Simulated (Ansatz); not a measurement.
One stationary structure of AgAuCl4. Space group C2/c (No. 15). Calculation: r2SCAN (plane waves to 500 eV, PAW, scalar-relativistic; Ansatz, an electronic-structure program).

```cif
data_Ag4Au4Cl16
_chemical_formula_sum 'Ag4 Au4 Cl16'
_space_group_name_H-M_alt 'C2/c'
_space_group_IT_number 15
_space_group_name_Hall '-C 2yc'
_cell_length_a 12.79790
_cell_length_b 4.13853
_cell_length_c 13.14785
_cell_angle_alpha 90.000
_cell_angle_beta 117.234
_cell_angle_gamma 90.000
loop_
_atom_site_label
_atom_site_type_symbol
_atom_site_symmetry_multiplicity
_atom_site_Wyckoff_symbol
_atom_site_fract_x
_atom_site_fract_y
_atom_site_fract_z
_atom_site_occupancy
Ag1 Ag 4 e 0.00000 0.49845 0.25000 1
Au1 Au 4 a 0.00000 0.00000 0.00000 1
Cl1 Cl 8 f 0.38521 0.46275 0.09317 1
Cl2 Cl 8 f 0.13306 0.31432 0.14794 1
```
(The calculation used a cell of 12 atoms; values per cell refer to that cell.)

Give the band gap at the level r2SCAN.

0.88 eV, direct at Y2 (no spin-orbit coupling).

No spin polarisation in the result. Without spin-orbit coupling the bands of the heavy element are not split, so the gap can be far off.

The run could not lose the symmetry of its start.
